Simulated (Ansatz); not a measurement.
A distorted cell of MoSi2 (MoSi2 type, space group I4/mmm):

```yaml
crystal:
  lattice:
    - [-1.58469, 1.58469, 3.86980]
    - [1.58469, -1.58469, 3.86980]
    - [1.58469, 1.58469, -3.86980]
  atoms:
    - { symbol: Mo, position: [0.00000, 0.00000, 0.00000] }
    - { symbol: Si, position: [0.33480, 0.33480, 0.00000] }
    - { symbol: Si, position: [0.66520, 0.66520, 0.00000] }
```

Computed with r2SCAN (plane waves to 500 eV, PAW, scalar-relativistic; Ansatz, a quantum-chemistry and plane-wave program). k mesh 14×14×14 (Γ-centred), Fermi-Dirac smearing 0.05 eV. The energy includes the smearing's −TS. Compression counts positive. MoSi2 is run without spin polarisation. MoSi2 was relaxed with its symmetry unable to fall.

Q: What is the stress tensor (GPa)?

A: 
```
    6.8      0.0      0.0
    0.0      6.8      0.0
    0.0      0.0      7.9
```
The pressure, a third of the trace, is 7.2 GPa.

Q: It is the relaxed cell scaled evenly to V/V₀ = 0.970, atoms relaxed where free. What is its energy relative to the relaxed cell?

A: 9 meV/atom.

(Under strain, the slope of the energy per volume gives the stress and its curvature an elastic modulus.)
